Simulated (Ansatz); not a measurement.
**Na$_{6}$MgCl$_{8}$, first-principles data**

Na6MgCl8:
```
CELL_PARAMETERS angstrom
      0.00000     5.57599     5.57599
      5.57599     0.00000     5.57599
      5.57599     5.57599     0.00000
ATOMIC_POSITIONS crystal
  Na 0.50000 0.00000 0.00000
  Na 0.50000 0.00000 0.50000
  Na 0.00000 0.50000 0.50000
  Na 0.00000 0.50000 0.00000
  Na 0.50000 0.50000 0.00000
  Na 0.00000 0.00000 0.50000
  Mg 0.00000 0.00000 0.00000
  Cl 0.25000 0.25000 0.25000
  Cl 0.75000 0.75000 0.75000
  Cl 0.77304 0.22696 0.22696
  Cl 0.22696 0.77304 0.77304
  Cl 0.22696 0.77304 0.22696
  Cl 0.77304 0.22696 0.77304
  Cl 0.22696 0.22696 0.77304
  Cl 0.77304 0.77304 0.22696
```

Space group Fm-3m (No. 225); conventional cell a = b = c = 11.152 Å, α = β = γ = 90.00°.

Method: r²SCAN in the plane-wave PAW code Ansatz. The cell and atoms are relaxed at this level. Other levels are named where they apply.

Cell and energy:

- Volume per atom: 23.12 Å³
- Density: 2.14 g/cm³
- Formation energy from the elements (no fitted shifts): -2.06 eV/atom

Electronic structure:

- Band gap: 6.08 eV (smallest direct gap 6.08 eV)
- Valence-band maximum: on the K–Γ line, 83 % of the way from K
- Conduction-band minimum: at Γ
- Electron effective mass: 0.41 mₑ (isotropic)
- Hole effective mass: 1.5, 5.1, 16 mₑ (principal values)
- HSE06 gap on the r²SCAN cell: 6.66 eV

Mechanics:

Bulk modulus (Birch–Murnaghan fit): 23.9 GPa
Pressure derivative B′: 4.6

Charges:

- Bader charges: Na +0.88, Mg +1.74, Cl -0.88 e

The workflow started from a Materials Project entry (that database holds measured and hypothetical structures alike); the Crystallography Open Database copy checked does not list it. Whether it is the stable phase at ambient conditions was not checked. The r²SCAN relaxation kept the symmetry of its start; whether a distortion lowers the energy is not shown. The references are the lowest solids computed at this level, not always the standard phases (solids in place of the gases).

Potentials: the later of the program's two PAW sets.
